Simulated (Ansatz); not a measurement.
GaIr (CsCl type)

```
CELL_PARAMETERS angstrom
      2.99840     0.00000     0.00000
      0.00000     2.99840     0.00000
      0.00000     0.00000     2.99840
ATOMIC_POSITIONS crystal
  Ga 0.00000 0.00000 0.00000
  Ir 0.50000 0.50000 0.50000
```

The slice is a {110} plane (indices of the conventional cell) through the point (0.000, 0.000, 0.000) (fractional), spanned by u = [100] and v = [011] in vectors of this cell: u (3.00 Å) and v (4.24 Å, at 90° to u). It covers one period; positions are fractions (u, v).

Calculation: LDA (plane waves to 420 eV, PAW, scalar-relativistic; Ansatz, a program for electronic structure). k mesh 15×15×15. Inside the PAW spheres the values are not all-electron values, and peaks at nuclei hang on which shells count as valence. GaIr is run without spin polarisation. GaIr was relaxed with its symmetry unable to fall. Spin-orbit coupling is left out, though Ir is heavy.

Three fields on this plane, each scaled to ten steps between its own extremes (0 low, 9 high; the total valence density on a logarithmic scale, the potential cut 8 eV below its top; x marks points blanked near nuclei; v = 0 in the bottom row):

Map A
```
|xxxxxx010010xxxxx|
|xxxxxx121121xxxxx|
|xxxxx24433442xxxx|
|xxxxx57644675xxxx|
|xxx479864468974xx|
|34589976666799854|
|788989xxxxxx98988|
|88768xxxxxxxx8678|
|8755xxxxxxxxxx557|
|9734xxxxxxxxxx437|
|962xxxxxxxxxxxx26|
|962xxxxxxxxxxxx26|
|962xxxxxxxxxxxx26|
|9734xxxxxxxxxx437|
|8755xxxxxxxxxx557|
|88768xxxxxxxx8678|
|788989xxxxxx98988|
|34589976666799854|
|xxx479864468974xx|
|xxxxx57644675xxxx|
|xxxxx24433442xxxx|
|xxxxxx121121xxxxx|
|xxxxxx010010xxxxx|
|xxxxxx000000xxxxx|
```

Map B
```
|xxxxxx489984xxxxx|
|xxxxxx589985xxxxx|
|xxxxx26899862xxxx|
|xxxxx57888875xxxx|
|xxx145666666541xx|
|33455431001345543|
|777640xxxxxx04677|
|99740xxxxxxxx0479|
|9962xxxxxxxxxx269|
|9850xxxxxxxxxx058|
|984xxxxxxxxxxxx48|
|984xxxxxxxxxxxx48|
|984xxxxxxxxxxxx48|
|9850xxxxxxxxxx058|
|9962xxxxxxxxxx269|
|99740xxxxxxxx0479|
|777640xxxxxx04677|
|33455431001345543|
|xxx145666666541xx|
|xxxxx57888875xxxx|
|xxxxx26899862xxxx|
|xxxxxx589985xxxxx|
|xxxxxx489984xxxxx|
|xxxxxx379973xxxxx|
```

Map C
```
|xxxxxx310013xxxxx|
|xxxxxx310013xxxxx|
|xxxxx53111135xxxx|
|xxxxx43322334xxxx|
|xxx555555555555xx|
|44445678998765444|
|334579xxxxxx97543|
|23469xxxxxxxx9643|
|2358xxxxxxxxxx853|
|3369xxxxxxxxxx963|
|346xxxxxxxxxxxx64|
|347xxxxxxxxxxxx74|
|346xxxxxxxxxxxx64|
|3369xxxxxxxxxx963|
|2358xxxxxxxxxx853|
|23469xxxxxxxx9643|
|334579xxxxxx97543|
|44445678998765444|
|xxx555555555555xx|
|xxxxx43322334xxxx|
|xxxxx53111135xxxx|
|xxxxxx310013xxxxx|
|xxxxxx310013xxxxx|
|xxxxxx310013xxxxx|
```

### Question
Assign the maps to these fields: electron localisation function (ELF); valence electron density; electrostatic potential energy of an electron, from the cell's mean.

### Answer
A is the electron localisation function (ELF); B is the electrostatic potential energy of an electron, from the cell's mean; C is the valence electron density.
